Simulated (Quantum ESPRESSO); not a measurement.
# Si12Ge4: input and log of a self-consistent run

Simulated, not a measurement. The program is pw.x of Quantum ESPRESSO 7.5 (plane-wave density functional theory). The cell is made up: 16 atoms on a doubled zincblende/diamond lattice, with randomly drawn elements, strain and displacements, not relaxed. PseudoDojo standard norm-conserving files (v0.5 for PBE, v0.4.1 for LDA and PBEsol) set the functional; there is no spin polarisation, spin-orbit coupling or dispersion term, and the masses in the input are unused placeholders.

Input:

```
&control calculation='scf', pseudo_dir='./dojo.nc.sr.pbe.v0_5.standard.upf', outdir='./o', disk_io='low', tprnfor=.true., tstress=.true. /
&system ibrav=0, nat=16, ntyp=2, nbnd=58, ecutwfc=99.00267394, nosym=.true., tot_charge=0,
 occupations='smearing', smearing='fd', degauss=0.0018374661
/
&electrons conv_thr=7.350e-09, electron_maxstep=60, /
ATOMIC_SPECIES
Ge 1.0 Ge.upf
Si 1.0 Si.upf
CELL_PARAMETERS angstrom
5.6817 0.0 0.0
0.0 5.6817 0.0
0.0 0.0 11.3634
ATOMIC_POSITIONS angstrom
Si 0.0355 0.0039 0.0298
Si 0.0336 2.9007 2.856
Si 2.8339 0.007 2.8598
Si 2.8273 2.8403 0.0046
Ge -0.0108 -0.0244 5.747
Ge 0.0013 2.8824 8.5323
Ge 2.8438 0.0227 8.4807
Si 2.8403 2.8441 5.7083
Si 1.3999 1.4202 1.4175
Si 1.3976 4.2991 4.3279
Si 4.2428 1.4317 4.2511
Ge 4.2913 4.2366 1.3942
Si 1.4448 1.4297 7.0987
Si 1.4384 4.2786 9.9712
Si 4.2801 1.4258 9.9564
Si 4.2359 4.2256 6.9954
K_POINTS automatic
6 6 4 1 1 1
```

The log is shortened where brackets say so; the opening notice, blank lines, dates and the lines on written files are dropped, and the path of the files is cut. It prints rydbergs, bohrs and kilobars, and counts compression as positive stress.

```
     Program PWSCF v.7.5
     Parallel version (MPI & OpenMP), running on       4 processor cores
     Number of MPI processes:                 4
     Threads/MPI process:                     1
     [start-up lines left out]
     bravais-lattice index     =            0
     lattice parameter (alat)  =      10.7369  a.u.
     unit-cell volume          =    2475.4918 (a.u.)^3
     number of atoms/cell      =           16
     number of atomic types    =            2
     number of electrons       =       104.00
     number of Kohn-Sham states=           58
     kinetic-energy cutoff     =      99.0027  Ry
     charge density cutoff     =     396.0107  Ry
     scf convergence threshold =      7.3E-09
     mixing beta               =       0.7000
     number of iterations used =            8  plain     mixing
     Exchange-correlation= PBE
                           (   1   4   3   4   0   0   0)
     [axes and pseudopotential details left out]
   Cartesian axes
     site n.     atom                  positions (alat units)
         1        Si     tau(   1) = (   0.0062481   0.0006864   0.0052449  )
         2        Si     tau(   2) = (   0.0059137   0.5105338   0.5026665  )
         3        Si     tau(   3) = (   0.4987768   0.0012320   0.5033353  )
         4        Si     tau(   4) = (   0.4976152   0.4999032   0.0008096  )
         5        Ge     tau(   5) = (  -0.0019008  -0.0042945   1.0114930  )
         6        Ge     tau(   6) = (   0.0002288   0.5073130   1.5017160  )
         7        Ge     tau(   7) = (   0.5005192   0.0039953   1.4926342  )
         8        Si     tau(   8) = (   0.4999032   0.5005720   1.0046817  )
         9        Si     tau(   9) = (   0.2463875   0.2499604   0.2494852  )
        10        Si     tau(  10) = (   0.2459827   0.7566573   0.7617262  )
        11        Si     tau(  11) = (   0.7467483   0.2519844   0.7482092  )
        12        Ge     tau(  12) = (   0.7552845   0.7456571   0.2453843  )
        13        Si     tau(  13) = (   0.2542901   0.2516324   1.2493972  )
        14        Si     tau(  14) = (   0.2531637   0.7530493   1.7549677  )
        15        Si     tau(  15) = (   0.7533133   0.2509460   1.7523628  )
        16        Si     tau(  16) = (   0.7455339   0.7437211   1.2312160  )
     number of k points=    72  Fermi-Dirac smearing, width (Ry)=  0.0018
                       cart. coord. in units 2pi/alat
        k(    1) = (   0.0833333   0.0833333   0.0625000), wk =   0.0277778
        k(    2) = (   0.0833333   0.0833333   0.1875000), wk =   0.0277778
     [further k points left out]
     Dense  grid:   329321 G-vectors     FFT dimensions: (  72,  72, 144)
     Estimated max dynamical RAM per process >       1.19 GB
     Estimated total dynamical RAM >       4.54 GB
     Initial potential from superposition of free atoms
     starting charge     103.9894, renormalised to     104.0000
     Starting wfcs are   84 randomized atomic wfcs
     total cpu time spent up to now is       27.0 secs
     per-process dynamical memory:  1038.7 Mb
     Self-consistent Calculation
     iteration #  1     ecut=    99.00 Ry     beta= 0.70
     Davidson diagonalization with overlap
     ethr =  1.00E-02,  avg # of iterations =  3.5
     Threshold (ethr) on eigenvalues was too large:
     Diagonalizing with lowered threshold
     Davidson diagonalization with overlap
     ethr =  2.70E-04,  avg # of iterations =  4.5
     total cpu time spent up to now is      152.2 secs
     total energy              =    -816.03823579 Ry
     estimated scf accuracy    <       0.33064731 Ry
     iteration #  2     ecut=    99.00 Ry     beta= 0.70
     Davidson diagonalization with overlap
     ethr =  3.18E-04,  avg # of iterations =  1.2
     total cpu time spent up to now is      196.9 secs
     total energy              =    -816.04671561 Ry
     estimated scf accuracy    <       0.02266737 Ry
     iteration #  3     ecut=    99.00 Ry     beta= 0.70
     Davidson diagonalization with overlap
     ethr =  2.18E-05,  avg # of iterations = 14.6
     total cpu time spent up to now is      287.3 secs
     total energy              =    -816.04207704 Ry
     estimated scf accuracy    <       0.03855672 Ry
     iteration #  4     ecut=    99.00 Ry     beta= 0.70
     Davidson diagonalization with overlap
     ethr =  2.18E-05,  avg # of iterations =  7.7
     total cpu time spent up to now is      354.8 secs
     total energy              =    -816.05014299 Ry
     estimated scf accuracy    <       0.00846627 Ry
     iteration #  5     ecut=    99.00 Ry     beta= 0.70
     Davidson diagonalization with overlap
     c_bands:  1 eigenvalues not converged
     ethr =  8.14E-06,  avg # of iterations =  4.8
     total cpu time spent up to now is      410.9 secs
     total energy              =    -816.05095277 Ry
     estimated scf accuracy    <       0.00058391 Ry
     [iterations 6 to 8 left out]
     iteration #  9     ecut=    99.00 Ry     beta= 0.70
     Davidson diagonalization with overlap
     ethr =  6.89E-09,  avg # of iterations =  4.9
     total cpu time spent up to now is      634.1 secs
     total energy              =    -816.05114776 Ry
     estimated scf accuracy    <       0.00000253 Ry
     iteration # 10     ecut=    99.00 Ry     beta= 0.70
     Davidson diagonalization with overlap
     ethr =  2.43E-09,  avg # of iterations =  2.0
     total cpu time spent up to now is      679.7 secs
     total energy              =    -816.05114769 Ry
     estimated scf accuracy    <       0.00000067 Ry
     iteration # 11     ecut=    99.00 Ry     beta= 0.70
     Davidson diagonalization with overlap
     ethr =  6.47E-10,  avg # of iterations =  4.0
     total cpu time spent up to now is      732.3 secs
     total energy              =    -816.05114783 Ry
     estimated scf accuracy    <       0.00000003 Ry
     iteration # 12     ecut=    99.00 Ry     beta= 0.70
     Davidson diagonalization with overlap
     ethr =  2.51E-11,  avg # of iterations =  4.0
     total cpu time spent up to now is      785.5 secs
     total energy              =    -816.05114783 Ry
     estimated scf accuracy    <       0.00000001 Ry
     iteration # 13     ecut=    99.00 Ry     beta= 0.70
     Davidson diagonalization with overlap
     ethr =  1.30E-11,  avg # of iterations =  2.7
     total cpu time spent up to now is      833.1 secs
     End of self-consistent calculation
     [lines on levels left out]
!    total energy              =    -816.05114783 Ry
     estimated scf accuracy    <          2.3E-09 Ry
     smearing contrib. (-TS)   =      -0.00000000 Ry
     internal energy E=F+TS    =    -816.05114783 Ry
     The total energy is F=E-TS. E is the sum of the following terms:
     one-electron contribution =    -506.43314775 Ry
     hartree contribution      =     306.03916961 Ry
     xc contribution           =    -210.83414884 Ry
     ewald contribution        =    -404.82302085 Ry
     convergence has been achieved in  13 iterations
     Forces acting on atoms (cartesian axes, Ry/au):
     atom    1 type  2   force =    -0.00444568    0.00963077   -0.02053374
     atom    2 type  2   force =     0.00010351   -0.02738168    0.01189978
     atom    3 type  2   force =    -0.00655357    0.00258024   -0.00015082
     atom    4 type  2   force =    -0.00208698   -0.01581157   -0.01070909
     atom    5 type  1   force =    -0.00177111    0.02772377   -0.02491121
     atom    6 type  1   force =    -0.00153842   -0.00670210   -0.00629694
     atom    7 type  1   force =     0.01231613   -0.01411574    0.01125648
     atom    8 type  2   force =    -0.01195941   -0.01282399   -0.02988538
     atom    9 type  2   force =     0.01130211    0.00840558    0.01525506
     atom   10 type  2   force =     0.02316074   -0.01455601   -0.02228373
     atom   11 type  2   force =     0.00568087    0.00968050   -0.00193487
     atom   12 type  1   force =    -0.01238666    0.01283506    0.01388826
     atom   13 type  2   force =    -0.00801979    0.01490947    0.00428522
     atom   14 type  2   force =     0.00150009    0.00602826    0.00330882
     atom   15 type  2   force =    -0.00178120   -0.00219624    0.01061417
     atom   16 type  2   force =    -0.00352064    0.00179367    0.04619799
     Total force =     0.099717     Total SCF correction =     0.000169
     Computing stress (Cartesian axis) and pressure
          total   stress  (Ry/bohr**3)                   (kbar)     P=      -52.62
  -0.00035398   0.00003221   0.00001500          -52.07        4.74        2.21
   0.00003221  -0.00035668   0.00000381            4.74      -52.47        0.56
   0.00001500   0.00000381  -0.00036236            2.21        0.56      -53.30
     init_run     :     24.84s CPU     25.81s WALL (       1 calls)
     electrons    :    793.35s CPU    806.14s WALL (       1 calls)
     forces       :     12.56s CPU     12.65s WALL (       1 calls)
     stress       :     40.56s CPU     41.70s WALL (       1 calls)
     [timing details left out]
     PWSCF        :  14m32.69s CPU  14m48.01s WALL
     JOB DONE.
```

In other units: free energy -11102.941 eV for the cell, pressure -5.26 GPa, largest force component 1.188 eV/Å. This run is the check on a run of the same cell at a cutoff of 1061 eV and k mesh 4 x 4 x 2: rerunning at a cutoff of 1347 eV and k mesh 6 x 6 x 4 moved values by no more than 0.034 eV in energy, 0.04 GPa in stress and 0.002 eV/Å in force.